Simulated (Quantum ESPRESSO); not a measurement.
Band energies of K2LiScF6

```xyz
10
Lattice="0.0000 4.1448 4.1448 4.1448 0.0000 4.1448 4.1448 4.1448 0.0000" Properties=species:S:1:pos:R:3 pbc="T T T"
Li     4.1448     4.1448     4.1448
F      4.1448     4.1448     2.0358
F      4.1448     4.1448     6.2538
F      2.0358     4.1448     4.1448
F      6.2538     4.1448     4.1448
F      4.1448     2.0358     4.1448
F      4.1448     6.2538     4.1448
K      2.0724     2.0724     2.0724
K      6.2172     6.2172     6.2172
Sc     0.0000     0.0000     0.0000
```

LDA (pw.x of Quantum ESPRESSO, ONCV potentials, no spin-orbit coupling); path ΓXWKΓLUWLK,UX; energies in eV from the valence-band maximum.

```csv
k (1/Å),point,band 33,band 34,band 35,band 36,band 37,band 38,band 39,band 40
0.00,Γ,-0.27,-0.27,0.00,0.00,0.00,6.75,6.75,6.75
0.38,,-0.38,-0.38,-0.22,-0.22,-0.01,6.78,6.82,6.82
0.76,X,-0.62,-0.62,-0.41,-0.41,-0.02,6.81,6.91,6.91
0.76,W,-0.61,-0.61,-0.53,-0.22,-0.22,6.86,6.86,6.91
1.03,K,-0.62,-0.48,-0.41,-0.38,-0.11,6.83,6.89,6.89
1.43,,-0.42,-0.29,-0.23,-0.17,-0.10,6.80,6.81,6.81
1.83,Γ,-0.27,-0.27,0.00,0.00,0.00,6.75,6.75,6.75
2.16,,-0.29,-0.29,-0.14,-0.14,-0.08,6.78,6.79,6.79
2.49,L,-0.32,-0.32,-0.30,-0.30,-0.22,6.82,6.83,6.83
2.72,,-0.47,-0.36,-0.34,-0.29,-0.20,6.83,6.85,6.86
2.95,U,-0.62,-0.48,-0.41,-0.38,-0.11,6.83,6.89,6.89
2.95,W,-0.61,-0.61,-0.53,-0.22,-0.22,6.86,6.86,6.91
3.22,,-0.45,-0.43,-0.37,-0.24,-0.22,6.84,6.84,6.87
3.49,L,-0.32,-0.32,-0.30,-0.30,-0.22,6.82,6.83,6.83
3.72,,-0.47,-0.36,-0.34,-0.29,-0.20,6.83,6.85,6.86
3.95,K,-0.62,-0.48,-0.41,-0.38,-0.11,6.83,6.89,6.89
3.95,U,-0.62,-0.48,-0.41,-0.38,-0.11,6.83,6.89,6.89
4.22,X,-0.62,-0.62,-0.41,-0.41,-0.02,6.81,6.91,6.91
```

The LDA gap is direct, 6.75 eV at Γ. Another valence extremum on the path lies within 0.02 eV, too close to call.

Geometry of the Materials Project entry, not relaxed at this level.

The structure is a Materials Project entry; no match was found in the copy of COD used, and its stability was not checked.
